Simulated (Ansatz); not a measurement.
Sn:
Space group Fd-3m, origin choice 1 (No. 227); a = b = c = 6.4737 Å, α = β = γ = 90.00°

```csv
atom,site,symmetry,x,y,z
Sn,8a,-43m,0.0000,0.0000,0.0000
```
(The calculation used a cell of 2 atoms; values per cell refer to that cell.)

This is the LDA-relaxed structure.

Problem. All from LDA (plane waves, PAW; program Ansatz), unless another level is named. Estimate the highest zone-centre frequency.

Solution. 185 cm^-1.

Problem. Give the Hill bulk and shear moduli.

Solution. 44.7 and 22.7 GPa.

Problem. Predict the zero-point energy.

Solution. 22.4 meV/atom.

This is a known low-temperature phase of the composition, computed here at zero pressure and temperature. Symmetry was held in the LDA relaxation; phonons on a q-mesh show no instability. As this level gives no gap, shear constants depend on the k-mesh and smearing (Fermi–Dirac, 0.1 eV here). As this level gives no gap, phonon frequencies hold no LO–TO term and depend on the k-mesh and smearing (Fermi–Dirac, 0.1 eV here). Spin–orbit coupling is left out wherever it is not named.

Potentials: the earlier of the program's two PAW sets.
